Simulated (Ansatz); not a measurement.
A: CdSe (zinc blende), a = b = c = 6.196 Å, α = β = γ = 90.00°
B: AlAs (zinc blende), a = b = c = 5.728 Å, α = β = γ = 90.00°
C: GaN (zinc blende), a = 4.549 Å, b = 4.549 Å, c = 4.549 Å, α = 90.00°, β = 90.00°, γ = 90.00°

Scan: energy over volume and axial ratio (atoms clamped). All come from one method, each on a k mesh of its own. All were relaxed with their symmetry unable to fall. The PAW data are Ansatz's earlier set.

Question: Rank these by shear modulus C′ = (C11 − C12)/2 (fitted) (lowest first), as PBE (plane waves to 420 eV, PAW, scalar-relativistic; Ansatz, a first-principles code) gives it.

Answer: A (9 GPa), B (27 GPa), C (61 GPa)

(Under strain, the slope of the energy per volume gives the stress and its curvature an elastic modulus.)
